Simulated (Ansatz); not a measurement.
Na (bcc (W type)), relaxed with PBE (Ansatz, an electronic-structure program, plane waves, PAW): a = b = c = 4.1971 Å, α = β = γ = 90.00°.

- B₀ by P(V) fit (GPa) = 7.8

Q: The same phase is relaxed and computed with r²SCAN in the same code. What are the cell and these values now?

A: a = b = c = 4.2239 Å, α = β = γ = 90.00°.

B₀ by P(V) fit (GPa): 7.6

All cells were relaxed under the symmetry of their starts (and spin orders); stability against distortions was not tested throughout.

Potentials: the earlier of the program's two PAW sets. The files were generated under PBE; for other functionals the program regenerates the frozen cores, and for LDA and PBEsol the local potential too.

Ansatz is a plane-wave DFT program.
